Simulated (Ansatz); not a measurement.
**17O nuclear quadrupole resonance in SnO₂**

Cell: a computed structure from the Materials Project (it need not be an observed phase), whose atoms a relaxation with PBE at fixed cell left in place.

Space group P4_2/mnm (No. 136); a = 4.7648, c = 3.2075 Å.

| site | Wyckoff | site symmetry | x | y | z |
| --- | --- | --- | --- | --- | --- |
| Sn | 2a | m.mm | 0.5000 | 0.5000 | 0.5000 |
| O | 4f | m.2m | 0.1940 | 0.8060 | 0.5000 |

One atom of each set is listed.

The numbers come from a DFT calculation in Ansatz (PBE, plane waves and PAW, scalar-relativistic, 420 eV cutoff, Γ-centred 7×7×10 k-points, Fermi–Dirac smearing 0.01 eV).

17O: I = 5/2, Q = -25.58 mb (year-2017 value). Static lattice, zero field.

Question: The simulated lines lie at 1.02, 2.00 MHz. What are |C_Q|, η and |V_zz| at O?

Answer: For I = 5/2 and η = 0 the lines are 3|C_Q|/20 and twice that; η pulls their ratio below 2. Here |C_Q| = 6.68 MHz, η = 0.13 and |V_zz| = 10.81 × 10²¹ V/m². The calculation gives V_zz negative; the lines don't show the sign. The site has 3 Sn at 2.06–2.07 Å.

At O V_zz stands upright on the plane through its three neighbours (within 1°).

At this cell the PBE pressure is 7 GPa, so with PBE the cell would grow if it were relaxed. The entry's cell may itself be off. Without spin–orbit coupling (the program notes it for Sn) the gradients can shift somewhat, as the gap is small.
